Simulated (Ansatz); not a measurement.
Values for one crystal, relaxed and computed with DFT-PBE in the program Ansatz with PAW potentials; other levels are named.

Volume per atom: 14.28 Å³
Electronic character: metallic (no gap)
Debye temperature from the elastic constants: 467 K
Elastic constants (relaxed ions, GPa): C11 = 730, C12 = 220, C13 = 216, C33 = 819, C44 = 256
Mechanical stability: stable (all eigenvalues of C positive)
Poisson's ratio: 0.23
Hill bulk and shear moduli: 398 and 262 GPa

Which of these materials gives this?
A. Ca, fcc (Cu type)
B. Rb, bcc (W type)
C. Os, hcp (Mg type)
D. W, bcc (W type)

C, Os, hcp (Mg type)

Space group P6_3/mmc (hcp (Mg type)). The cell was relaxed with PBE under the symmetry of its start. No spin polarisation was allowed. As this level gives no gap, shear constants depend on the k-mesh and smearing (Fermi–Dirac, 0.1 eV here). Spin–orbit coupling is left out wherever it is not named.

Potentials: the later of the program's two PAW sets.
